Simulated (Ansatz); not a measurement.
**Question.** Top zone-centre frequency (without the LO–TO term) from LDA minus that from PBEsol (% of the latter), each on its own relaxed cell (Ansatz, a program for electronic structure, plane waves, PAW; no spin–orbit coupling, no Hubbard U), over 13 phases of the class «crystals with elements from indium on»: what sign and size do you expect?

**Answer.** Mean 5 %, median 3 %, mean absolute 5 %; eight in ten lie between 2 and 7 %, and 100 % are above zero.

Some cases that may be named, with their rank among the 13 from the lowest: AlInSb2, R3m (Al on 3a, In on 3a, Sb on 3a, Sb on 3a) 2 % (rank 1); InGaP2, R3m (In on 3a, Ga on 3a, P on 3a, P on 3a) 2 % (rank 2); CeO2, fluorite 3 % (rank 6); InGaN2, P3m1 (In on 1a, Ga on 1c, N on 1c, N on 1a) 3 % (rank 7); Cs2AgBiBr6, Fm-3m (Bi on 4a, Ag on 4b, Cs on 8c, Br on 24e) 7 % (rank 12); CsPbCl3, cubic perovskite 20 % (rank 13).

The phases are those computed here (of each formula those with measured values and the lowest at some level), not a balanced benchmark, and neither functional is the truth. Pairs that end in unlike spin orders or unlike minima (c/a over 6 % apart, 30 % for weakly bound crystals), magnets with 4f shells, solids of gases and phases set aside for tests are left out, and so are metals.

1 hold 4f electrons in the valence, where a lower state may exist. 1 are weakly bound layers, chains or molecules.

With the 4f shell in the valence, where a lower state may exist: CeO2, fluorite. Not the usual ambient phase: CsPbCl3, cubic perovskite. Standing as an ambient phase not checked: AlInSb2, R3m (Al on 3a, In on 3a, Sb on 3a, Sb on 3a); InGaP2, R3m (In on 3a, Ga on 3a, P on 3a, P on 3a); InGaN2, P3m1 (In on 1a, Ga on 1c, N on 1c, N on 1a). Perhaps ordered models of mixed-site phases: AlInSb2, R3m (Al on 3a, In on 3a, Sb on 3a, Sb on 3a); InGaP2, R3m (In on 3a, Ga on 3a, P on 3a, P on 3a); InGaN2, P3m1 (In on 1a, Ga on 1c, N on 1c, N on 1a). Unstable at this level: CsPbCl3, cubic perovskite with LDA. All cells were relaxed under the symmetry of their starts (and spin orders); stability against distortions was not tested throughout. Named crystals with no word on spin ran without spin polarisation. No Hubbard U is applied. Spin–orbit coupling is left out wherever it is not named.

Potentials: the later of the program's two PAW sets.

Ansatz is a plane-wave DFT program.
